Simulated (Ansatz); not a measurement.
A geometry of As away from equilibrium: step 2 of the relaxation of a relaxed As cell displaced along its unstable phonon at q = (½, 0, 0) of its primitive reciprocal cell (84i cm⁻¹), largest move 0.15 Å. Computed with PBEsol (plane waves to 420 eV, PAW, scalar-relativistic; Ansatz, a first-principles code). Γ-centred k-mesh 9×9×6 on the run's cell (coarser than for final values), Fermi–Dirac smearing 0.05 eV.

```yaml
crystal:
  lattice:
    - [8.79930, -0.00595, 0.00000]
    - [-2.20240, 3.81467, 0.00000]
    - [0.00000, 0.00000, 5.38534]
  atoms:
    - { symbol: As, position: [0.99405, 0.99405, 0.23726] }
    - { symbol: As, position: [0.49405, 0.99405, 0.26274] }
    - { symbol: As, position: [0.00595, 0.00595, 0.76274] }
    - { symbol: As, position: [0.50595, 0.00595, 0.73726] }
    - { symbol: As, position: [0.15772, 0.65772, 0.31170] }
    - { symbol: As, position: [0.65772, 0.65772, 0.18830] }
    - { symbol: As, position: [0.34228, 0.34228, 0.81170] }
    - { symbol: As, position: [0.84228, 0.34228, 0.68830] }
```

Problem. Give the Cartesian forces on all atoms (eV/Å).

Solution. 
```csv
atom,Fx,Fy,Fz
As1,0.08,0.04,-0.28
As2,0.08,0.04,0.28
As3,-0.08,-0.04,0.28
As4,-0.08,-0.04,-0.28
As5,-0.26,-0.15,0.40
As6,-0.26,-0.15,-0.40
As7,0.26,0.15,0.40
As8,0.26,0.15,-0.40
```

Problem. What is the pressure?

Solution. +0.4 GPa, compression positive.

No spin polarisation in the result. Without a van der Waals term the distances between weakly bound units are poorly fixed.

The run could not lose the symmetry of its start: the end is stationary, and may be a saddle point rather than a minimum.

The end of the path is a generated cell of As: the first start was made by placing the elements on the sites of a structure type, and the end was not matched to a known phase here, so it may be hypothetical. Known forms of As include space group No. 166.
